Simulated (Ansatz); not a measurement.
All numbers below come from DFT PBE, scalar-relativistic, plane waves, PAW in Ansatz. Settings: cutoff 420 eV, Γ-centred meshes spaced at most about 0.3 Å⁻¹, and about 0.25 Å⁻¹ or finer for metals (2π included), Gaussian smearing. No spin polarisation in the final relaxations.

All energies are static (0 K, no zero-point motion).

Two forms of SbS5 were relaxed alike.

A.

```
Sb S
1.0
     0.00000    3.78819    3.78819
     3.78819    0.00000    3.78819
     3.78819    3.78819    0.00000
Sb S
1 5
Direct
  0.00000 0.00000 0.00000
  0.25000 0.25000 0.25000
  0.61762 0.61762 0.61762
  0.14714 0.61762 0.61762
  0.61762 0.14714 0.61762
  0.61762 0.61762 0.14714
```

B.

```
Sb S
1.0
     0.00000    4.68979    4.68979
     4.68979    0.00000    4.68979
     4.68979    4.68979    0.00000
Sb S
1 5
Direct
  0.75000 0.75000 0.75000
  0.29901 0.90033 0.90033
  0.90033 0.29901 0.90033
  0.90033 0.90033 0.29901
  0.90033 0.90033 0.90033
  0.25000 0.25000 0.25000
```

Problem. Which form is favoured at zero pressure, and by what margin per atom?

Solution. A is lower, by 160 meV/atom. A has space group F-43m (No. 216), 18.1 Å³/atom and no gap on its mesh; B has space group F-43m (No. 216), 34.4 Å³/atom and no gap. Counting S atoms around Sb (those within 1.25 times the shortest such distance or 1.15 times the sum of covalent radii, 1.27 where that leaves under three; the shortest distance is added where it exceeds 1.18 times the sum of covalent radii), A has Sb 16 from 3.2 Å and B has Sb 4. The denser one is the lower, and pressure would at first widen the difference. Even the lower one lies +0.96 eV/atom against the reference forms of the elements (uncorrected), so neither is stable at this level. In A, Sb has 16 S at 3.16–3.28 Å; around S on a site of symmetry -43m lie 12 S at 3.13 Å and 4 Sb at 3.28 Å; S on a site of symmetry 3m has 3 S at 2.52 Å, 3 S at 2.84 Å, 3 S at 3.13 Å and 3 Sb at 3.16 Å. In B, Sb has 4 S at 2.44 Å; S on a site of symmetry 3m is surrounded by 1 Sb at 2.44 Å, 3 S at 2.64 Å and 6 S at 3.84–3.99 Å; around S on a site of symmetry -43m lie 12 S at 3.84 Å (long against covalent radii, as for large ions). Both come from invented guesses. A third cell relaxed alike, in R-3m, lies 0.71 eV/atom below the lower of the two.

These runs have no spin–orbit coupling, which can matter for Sb. In F-43m at 18.1 Å³/atom, F-43m at 34.4 Å³/atom an odd number of electrons in the primitive cell allows no gap without spin; a larger cell or a magnetic state could open one. S stands nearly free of neighbours here, and without spin polarisation the energy of such atoms comes out too high. A magnetic state wasn't ruled out in cells without spin, among them F-43m at 18.1 Å³/atom, F-43m at 34.4 Å³/atom. Cells relaxed within their symmetry can be saddle points.
